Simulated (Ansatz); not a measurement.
The relaxed structure here is a generated cell of Si2W: the first start was made by placing the elements on the sites of a structure type, and the end was not matched to a known phase here, so it may be hypothetical. Known forms of Si2W include space group No. 139.

A relaxed cell of Si2W (P6₃/mmc (No. 194)), relaxed on a k-mesh at least as fine as the one used below. Level of theory: PBE (plane waves to 420 eV, PAW, scalar-relativistic; Ansatz, a quantum-chemistry and plane-wave program). Γ-centred k-mesh 13×13×3 on the run's cell (coarser than for final values), Fermi–Dirac smearing 0.05 eV.

```yaml
crystal:
  lattice:
    - [5.82108, 0.00000, 0.00000]
    - [-1.45527, 2.52060, 0.00000]
    - [0.00000, 0.00000, 12.01348]
  atoms:
    - { symbol: W, position: [0.16667, 0.66667, 0.25000] }
    - { symbol: W, position: [0.66667, 0.66667, 0.25000] }
    - { symbol: W, position: [0.33333, 0.33333, 0.75000] }
    - { symbol: W, position: [0.83333, 0.33333, 0.75000] }
    - { symbol: Si, position: [0.16667, 0.66667, 0.58157] }
    - { symbol: Si, position: [0.66667, 0.66667, 0.58157] }
    - { symbol: Si, position: [0.33333, 0.33333, 0.08157] }
    - { symbol: Si, position: [0.83333, 0.33333, 0.08157] }
    - { symbol: Si, position: [0.33333, 0.33333, 0.41843] }
    - { symbol: Si, position: [0.83333, 0.33333, 0.41843] }
    - { symbol: Si, position: [0.16667, 0.66667, 0.91843] }
    - { symbol: Si, position: [0.66667, 0.66667, 0.91843] }
```

The atoms are displaced along an unstable phonon of this cell by (Å):

| atom | ux | uy | uz |
|---|---|---|---|
| W1 | 0.000 | 0.000 | -0.084 |
| W2 | 0.000 | 0.000 | 0.084 |
| W3 | 0.000 | 0.000 | 0.084 |
| W4 | 0.000 | 0.000 | -0.084 |
| Si5 | 0.127 | 0.073 | 0.031 |
| Si6 | -0.127 | -0.073 | -0.031 |
| Si7 | 0.127 | 0.073 | -0.031 |
| Si8 | -0.127 | -0.073 | 0.031 |
| Si9 | -0.127 | -0.073 | -0.031 |
| Si10 | 0.127 | 0.073 | 0.031 |
| Si11 | -0.127 | -0.073 | 0.031 |
| Si12 | 0.127 | 0.073 | -0.031 |

Q: What forces (eV/Å) and pressure result?

A: 
```json
[
 {"atom": "W1", "Fx": "-0.04", "Fy": "-0.02", "Fz": "-0.52"},
 {"atom": "W2", "Fx": "-0.04", "Fy": "-0.02", "Fz": "0.52"},
 {"atom": "W3", "Fx": "0.04", "Fy": "0.02", "Fz": "0.52"},
 {"atom": "W4", "Fx": "0.04", "Fy": "0.02", "Fz": "-0.52"},
 {"atom": "Si5", "Fx": "-0.02", "Fy": "-0.01", "Fz": "0.27"},
 {"atom": "Si6", "Fx": "-0.04", "Fy": "-0.02", "Fz": "0.12"},
 {"atom": "Si7", "Fx": "0.04", "Fy": "0.02", "Fz": "0.12"},
 {"atom": "Si8", "Fx": "0.02", "Fy": "0.01", "Fz": "0.27"},
 {"atom": "Si9", "Fx": "0.02", "Fy": "0.01", "Fz": "-0.27"},
 {"atom": "Si10", "Fx": "0.04", "Fy": "0.02", "Fz": "-0.12"},
 {"atom": "Si11", "Fx": "-0.04", "Fy": "-0.02", "Fz": "-0.12"},
 {"atom": "Si12", "Fx": "-0.02", "Fy": "-0.01", "Fz": "-0.27"}
]
```

Pressure +0.2 GPa.

The undisplaced cell is probably no minimum: from this displacement the run went on to Pnma (No. 62), 0.30 eV/atom below it.

No spin polarisation in the result. A magnetic state may lie lower.
